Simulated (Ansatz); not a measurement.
## Ca2Al9Pt3: do the settings matter for the field gradients?

This input was run with Ansatz:

```yaml
crystal:
  lattice:
    - [6.55245, -3.80835, 0.0]
    - [6.55245, 3.80835, 0.0]
    - [0.0, 0.0, 9.4788]
  atoms:
    - { symbol: Ca, position: [0.00374, 0.67034, 0.25] }
    - { symbol: Ca, position: [0.99626, 0.32966, 0.75] }
    - { symbol: Ca, position: [0.67034, 0.00374, 0.75] }
    - { symbol: Ca, position: [0.32966, 0.99626, 0.25] }
    - { symbol: Al, position: [0.00019, 0.33499, 0.0756] }
    - { symbol: Al, position: [0.99981, 0.66501, 0.5756] }
    - { symbol: Al, position: [0.33499, 0.00019, 0.9244] }
    - { symbol: Al, position: [0.66501, 0.99981, 0.4244] }
    - { symbol: Al, position: [0.99981, 0.66501, 0.9244] }
    - { symbol: Al, position: [0.00019, 0.33499, 0.4244] }
    - { symbol: Al, position: [0.66501, 0.99981, 0.0756] }
    - { symbol: Al, position: [0.33499, 0.00019, 0.5756] }
    - { symbol: Al, position: [0.6598, 0.5454, 0.25] }
    - { symbol: Al, position: [0.3402, 0.4546, 0.75] }
    - { symbol: Al, position: [0.5454, 0.6598, 0.75] }
    - { symbol: Al, position: [0.4546, 0.3402, 0.25] }
    - { symbol: Al, position: [0.6673, 0.3327, 0.5566] }
    - { symbol: Al, position: [0.3327, 0.6673, 0.0566] }
    - { symbol: Al, position: [0.3327, 0.6673, 0.4434] }
    - { symbol: Al, position: [0.6673, 0.3327, 0.9434] }
    - { symbol: Al, position: [0.87, 0.13, 0.25] }
    - { symbol: Al, position: [0.13, 0.87, 0.75] }
    - { symbol: Pt, position: [0.32952, 0.32952, 0.0] }
    - { symbol: Pt, position: [0.67048, 0.67048, 0.5] }
    - { symbol: Pt, position: [0.67048, 0.67048, 0.0] }
    - { symbol: Pt, position: [0.32952, 0.32952, 0.5] }
    - { symbol: Pt, position: [0.0, 0.0, 0.0] }
    - { symbol: Pt, position: [0.0, 0.0, 0.5] }
kpoints:
  mp_grid: { grid: [5, 5, 4] }
scf:
  occupations: { method: cold, width: 0.1 }
hamiltonian:
  xc: pbe
  pseudopotentials: { kind: paw }
output:
  forces: true
  stress: true
  populations: true
  efg:
    quadrupole_moments_barn: { Ca: -0.0408, Al: 0.1466 }
    contact_densities: true
basis:
  ecutwfc: "40.4 Ry"
```

```sh
ansatz run input.yaml --threads 2 --pin off --max-ram 5120MiB --backend cpu --events-out ev --progress --plain --runs-dir out
```

It converged. Of its output the block on the nuclei alone is shown, without the SCF iterations, energies, forces and stress (one atom of each set):

```
--- PAW observables at the nuclei: V_zz in 10²¹ V/m², potentials from the cell's mean, atoms counted from 1 ---
  atom   1  Ca V_zz =    -0.138870   η = 0.5302   by run symmetry: allowed   C_q = +0.1370 MHz
            electrostatic potential = -2219.529162 V   contact ρ = 41253.195848 e/Å³
  atom   5  Al V_zz =    +1.936155   η = 0.2185   by run symmetry: allowed   C_q = +6.8632 MHz
            electrostatic potential = -1233.630699 V   contact ρ = 10084.527581 e/Å³
  atom  13  Al V_zz =    +1.565700   η = 0.7935   by run symmetry: allowed   C_q = +5.5501 MHz
            electrostatic potential = -1233.796152 V   contact ρ = 10085.058946 e/Å³
  atom  17  Al V_zz =    +3.126992   η = 0.1144   by run symmetry: allowed   C_q = +11.0845 MHz
            electrostatic potential = -1233.510120 V   contact ρ = 10084.788001 e/Å³
  atom  21  Al V_zz =    +1.478030   η = 0.9232   by run symmetry: allowed   C_q = +5.2393 MHz
            electrostatic potential = -1233.917598 V   contact ρ = 10084.935723 e/Å³
  atom  23  Pt V_zz =    +2.953407   η = 0.1909   by run symmetry: allowed
            electrostatic potential = -16113.241251 V   contact ρ = 12084640.896118 e/Å³
  atom  27  Pt V_zz =    +2.796178   η = 0.1590   by run symmetry: allowed
            electrostatic potential = -16113.264315 V   contact ρ = 12084633.466200 e/Å³
```

Task: Can these gradients be trusted, and how do they compare with a run on standard settings?

Result: As results of these settings, within the limits told below. Against the standard input the change is `scf.occupations.method`: fermi_dirac → cold; `scf.occupations.width`: 0.05 → 0.1; `basis.ecutwfc`: not typed → 40.4 Ry. A site carries the number of its first atom; V_zz in 10²¹ V/m².

```
site  V_zz standard  η standard  V_zz here  η here
  Ca          -0.14        0.57      -0.14    0.53
 Al5           1.92        0.22       1.94    0.22
Al13           1.56        0.80       1.57    0.79
Al17           3.11        0.11       3.13    0.11
Al21           1.48        0.93       1.48    0.92
Pt23           2.70        0.30       2.95    0.19
Pt27           2.63        0.21       2.80    0.16
```

The largest change of V_zz is on Pt23, from 2.70 to 2.95. In per cent, |V_zz| changes by +1 on Al, +6 to +9 on Pt (all sites that start above 2). SCF iterations: 8 and 8.

On the reference run: The run finds no gap above 0.1 eV (a metal, or nearly one), so the gradients can move by 10 % or more with the k-mesh. Spin–orbit coupling is left out, which shifts gradients on Pt by a few per cent in wide-gap crystals, and can shift them far more where the calculated gap is small or absent, as here.
